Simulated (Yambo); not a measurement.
A G0W0@PBEsol run in Yambo for ZnO (space group P4_2/mnm, No. 136) (2×2×4 Γ-centred k mesh, bands 17 to 217 and a 8 Ry block in the screening, 217 bands in G with the Bruneval-Gonze terminator, plasmon pole fitted at 27.2 eV) gives these matrix elements, in eV, at the band edges (Γ → Γ):

```tsv
state	E0	<Vxc>	<Σx>	<Σc(E0)>	Z
valence edge	0.000	-25.343	-31.193	4.823	0.779
conduction edge	0.782	-12.642	-8.713	-3.458	0.823
```

Solve the linearised quasiparticle equation for both states, give the gap, and say how exchange and correlation each act on it.

E = E0 + Z(Σx + Σc − Vxc). Valence: 0.000 + 0.779 × (-31.193 + (4.823) − (-25.343)) = -0.80 eV. Conduction: 0.782 + 0.823 × (-8.713 + (-3.458) − (-12.642)) = 1.17 eV. The gap is 1.97 eV, against 0.78 eV in PBEsol. Replacing Vxc by bare exchange alone would open it by 9.78 eV; correlation takes back 8.28 eV of that, and Z scales what is left. Nearest settings tried, and what they do to the gap: 151 bands in W, 151 bands in G: +83 meV; 7 Ry block (209 vectors against 281): -31 meV. Not varied: mesh. So the settings aren't converged at that level. Oxides, nitrides and fluorides with a shallow 3d shell are known to need far more bands and larger blocks. 

Geometry of the Materials Project entry, not relaxed at this level; primitive cell a = b = 5.5176 Å, c = 3.2588 Å, α = β = γ = 90.00°.

This is not the ordinary phase of the substance; no match was found in the copy of COD used, and its stability was not checked.
